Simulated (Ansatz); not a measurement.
Relaxed-ion elastic tensor of H4NF in space group P6_3mc (No. 186; H on 6c, H on 2b, N on 2b, F on 2b) in GPa (Voigt order), LDA (plane waves, PAW; program Ansatz); density 1.07 g/cm³, 9.58 Å³ per atom.

```tsv
	1	2	3	4	5	6
1	47.5	35.6	32.6	0.0	0.0	0.0
2	35.6	47.5	32.6	0.0	0.0	0.0
3	32.6	32.6	47.9	0.0	0.0	0.0
4	0.0	0.0	0.0	5.3	0.0	0.0
5	0.0	0.0	0.0	0.0	5.3	0.0
6	0.0	0.0	0.0	0.0	0.0	5.9
```

### Question
Is the crystal mechanically stable?

### Answer
Yes: the smallest eigenvalue of C is 5.3 GPa.

### Question
Work out the Voigt, Reuss and Hill averages.

### Answer
K_V = 38.3, K_R = 38.3, K_H = 38.3; G_V = 6.1, G_R = 6.0, G_H = 6.0 GPa.

### Question
Give Young's modulus, Poisson's ratio, Pugh's ratio and the universal anisotropy index.

### Answer
E = 9KG/(3K + G) = 17.2 GPa; ν = 0.43; K/G = 6.34 (ductile by the Pugh limit of 1.75); A_U = 5G_V/G_R + K_V/K_R − 6 = 0.12.

### Question
Estimate the sound speeds and the Debye temperature.

### Answer
v_l = √((K + 4G/3)/ρ) = 6580 m/s, v_t = √(G/ρ) = 2380 m/s, mean 2700 m/s; Θ = (h/k)(3n/4πV)^(1/3) v_m = 378 K.

### Question
How much does each axis shrink under pressure?

### Answer
Linear compressibilities β_i = Σ_j S_ij (j = 1 to 3): x 8.2, y 8.2, z 9.6 per TPa.

The workflow started from a Materials Project entry (that database holds measured and hypothetical structures alike); the Crystallography Open Database files this formula in space group No. 186, but the cells were not matched. Whether it is the stable phase at ambient conditions was not checked. Symmetry was held in the LDA relaxation; phonons on a q-mesh show no instability. A crystal of weakly bound molecules computed without a dispersion correction: the cell and the soft elastic constants depend strongly on that.

Potentials: the later of the program's two PAW sets.
